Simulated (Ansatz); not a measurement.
Phonons of TiPd (CsCl type) at Γ, X = (0.5, 0.0, 0.0), M = (0.5, 0.5, 0.0), R = (0.5, 0.5, 0.5).

TiPd (CsCl type)

```yaml
crystal:
  lattice:
    - [3.10177, 0.00000, 0.00000]
    - [0.00000, 3.10177, 0.00000]
    - [0.00000, 0.00000, 3.10177]
  atoms:
    - { symbol: Ti, position: [0.50000, 0.50000, 0.50000] }
    - { symbol: Pd, position: [0.00000, 0.00000, 0.00000] }
```

These are LDA (plane waves to 420 eV, PAW, scalar-relativistic; Ansatz, a program for electronic structure) values and carry that method's errors. Harmonic phonons by density-functional perturbation theory on a 16×16×16 k mesh, in cm⁻¹ and rounded to 5; i marks imaginary ones, q is in fractions of the reciprocal vectors of the cell shown, and the three acoustic modes at Γ are left out. The program warned that its band solver left a few bands short of their tolerance. TiPd is run without spin polarisation. TiPd was relaxed with its symmetry unable to fall.

```csv
q,wavenumbers (cm⁻¹)
Γ,175 (×3)
"X = (0.5, 0.0, 0.0)","80, 85 (×2), 170 (×2), 245"
"M = (0.5, 0.5, 0.0)","90i (×2), 40, 160, 245 (×2)"
"R = (0.5, 0.5, 0.5)","50 (×3), 210 (×3)"
```

The structure is unstable at this level: the lowest mode is 90i cm⁻¹ at M = (0.5, 0.5, 0.0).

Highest mode: 245 cm⁻¹ at X = (0.5, 0.0, 0.0).
